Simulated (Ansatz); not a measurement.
Recipe of this trial structure of S₃O: random cell by space group and Wyckoff sites (R-3m, No. 166). Lengths were set from tabulated atomic sizes, so they are only a guess.

```
S O
1.0
     2.27211    1.31180    4.78248
    -2.27211    1.31180    4.78248
     0.00000   -2.62361    4.78248
S O
3 1
Cartesian
  0.0000 0.0000 5.7605
  0.0000 0.0000 8.5869
  0.0000 0.0000 0.0000
  0.0000 0.0000 7.1737
```

Method: DFT PBE+D3(BJ), scalar-relativistic, plane waves, PAW in Ansatz 0.2.0. Cutoff 420 eV, Gaussian smearing, Γ-centred meshes. Cell and atoms relax first on a coarse mesh and then on a finer one. In between, the cell is made exact in the group found at 0.06 Å. In metals the finer mesh still leaves noise of several meV/atom or more. The steps can't lower the symmetry of their start. No spin polarisation in the relaxation; trial moments died out in a coarse test.

A guess keeps its type if space group and coordination stay and the shape of the cell changes little (axis ratios within about 15 %, angles within 6°); the volume may change.

Problem. Will the relaxed cell still be of the starting type?

Solution. It doesn't keep its type. The symmetry stays R-3m (No. 166). The volume per atom shrinks by 23.3 %, from 21.4 to 16.4 Å³. The shortest distance goes from 1.41 Å (S–O) to 1.73 Å (S–O). The ratio c/a of the conventional cell changes by a factor of 1.92. Counting neighbours within 15 % of an atom's shortest distance, the start has O 2, S 1/6 and the end O 2, S 1/6. In detail, at the end around S on a site of symmetry 3m lie 1 O at 1.73 Å and 3 S at 2.54 Å; around S on a site of symmetry -3m lie 6 S at 2.54 Å; around O lie 2 S at 1.73 Å.

```cif
data_structure
_symmetry_space_group_name_H-M 'R-3m:H'
_symmetry_Int_Tables_number 166
_cell_length_a 3.3490
_cell_length_b 3.3490
_cell_length_c 20.2521
_cell_angle_alpha 90.000
_cell_angle_beta 90.000
_cell_angle_gamma 120.000
_cell_volume 196.71
loop_
_atom_site_label
_atom_site_type_symbol
_atom_site_symmetry_multiplicity
_atom_site_Wyckoff_symbol
_atom_site_fract_x
_atom_site_fract_y
_atom_site_fract_z
_atom_site_occupancy
S1 S 6 c 0.66667 0.33333 0.74801 1
S2 S 3 a 0.00000 0.00000 0.00000 1
O1 O 3 b 0.66667 0.33333 0.83333 1
```

Energies over the elements count from the elements' standard structures at the same level (O₂ as a molecule), with no fitted energy shifts.

Problem. At what energy does it end?

Solution. +0.39 eV/atom. A positive value: parting into the elements would lower its energy.

The last run used an 18×18×18 mesh for its 4-atom cell and Gaussian smearing of 0.10 eV. Symmetry constrained the relaxation, so the result can be a saddle point.

In counts of neighbours, a slash parts the counts of unlike sites.
